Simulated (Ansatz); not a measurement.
Phonons of BaZrO$_{3}$ (cubic perovskite) at Γ, X = (0.5, 0.0, 0.0), M = (0.5, 0.5, 0.0), R = (0.5, 0.5, 0.5).

BaZrO3 (cubic perovskite)

```yaml
crystal:
  lattice:
    - [4.22721, 0.00000, 0.00000]
    - [0.00000, 4.22721, 0.00000]
    - [0.00000, 0.00000, 4.22721]
  atoms:
    - { symbol: Ba, position: [0.00000, 0.00000, 0.00000] }
    - { symbol: Zr, position: [0.50000, 0.50000, 0.50000] }
    - { symbol: O, position: [0.00000, 0.50000, 0.50000] }
    - { symbol: O, position: [0.50000, 0.50000, 0.00000] }
    - { symbol: O, position: [0.50000, 0.00000, 0.50000] }
```

All values below come from PBE (plane waves to 420 eV, PAW, scalar-relativistic; Ansatz, a quantum-chemistry and plane-wave program). Harmonic phonons by density-functional perturbation theory on a 6×6×6 k mesh, in cm⁻¹; i marks imaginary ones, q is in fractions of the reciprocal vectors of the cell shown, and the three acoustic modes at Γ are left out. The non-analytic (LO-TO) term is not included, so polar modes at Γ have their transverse values. BaZrO3 is run without spin polarisation. BaZrO3 was relaxed with its symmetry unable to fall.

```json
[
 {"q": "Γ", "wavenumbers (cm⁻¹)": "86 (×3), 181 (×3), 186 (×3), 472 (×3)"},
 {"q": "X = (0.5, 0.0, 0.0)", "wavenumbers (cm⁻¹)": "74 (×2), 113 (×2), 126, 188 (×2), 210, 222, 254 (×2), 417, 456 (×2), 689"},
 {"q": "M = (0.5, 0.5, 0.0)", "wavenumbers (cm⁻¹)": "56, 74 (×3), 134, 196 (×2), 265 (×2), 336 (×2), 392, 436, 513, 739"},
 {"q": "R = (0.5, 0.5, 0.5)", "wavenumbers (cm⁻¹)": "51i (×3), 92 (×3), 292 (×3), 354 (×3), 502 (×2), 769"}
]
```

The structure is unstable at this level: the lowest mode is 51i cm⁻¹ at R = (0.5, 0.5, 0.5). BaZrO3 is measured in this form, so the imaginary mode is a miss of this level unless the crystal transforms on cooling or is held by pressure.

Highest mode: 769 cm⁻¹ at R = (0.5, 0.5, 0.5).
